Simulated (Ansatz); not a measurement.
Problem. Each is relaxed and computed with DFT-r²SCAN in the program Ansatz with PAW potentials. Which is the only metal?
A. ZnGeO3, R-3 (Zn on 6c, Ge on 6c, O on 18f)
B. TiNi4GeO8, F-43m (Pearson symbol cF56)
C. Zr3Cu4Ge2, P-62m (Zr on 3g, Cu on 1b, Cu on 3f, Ge on 2c)
D. CaCu2S2, P-3m1 (Cu on 2d, Ca on 1a, S on 2d)

Solution. C, Zr3Cu4Ge2, P-62m (Zr on 3g, Cu on 1b, Cu on 3f, Ge on 2c). Zr3Cu4Ge2: metal; CaCu2S2: gap 1.62 eV (direct); ZnGeO3: gap 3.19 eV (indirect); TiNi4GeO8: gap 2.07 eV (indirect). Spin orders computed, not proven ground states: TiNi4GeO8, F-43m (Pearson symbol cF56) ferromagnetic. Standing as an ambient phase not checked: Zr3Cu4Ge2, P-62m (Zr on 3g, Cu on 1b, Cu on 3f, Ge on 2c); CaCu2S2, P-3m1 (Cu on 2d, Ca on 1a, S on 2d); ZnGeO3, R-3 (Zn on 6c, Ge on 6c, O on 18f); TiNi4GeO8, F-43m (Pearson symbol cF56). All cells were relaxed under the symmetry of their starts (and spin orders); stability against distortions was not tested throughout. Rows with no word on spin ran without spin polarisation. No Hubbard U is applied. Spin–orbit coupling is left out wherever it is not named.

Potentials: the later of the program's two PAW sets.
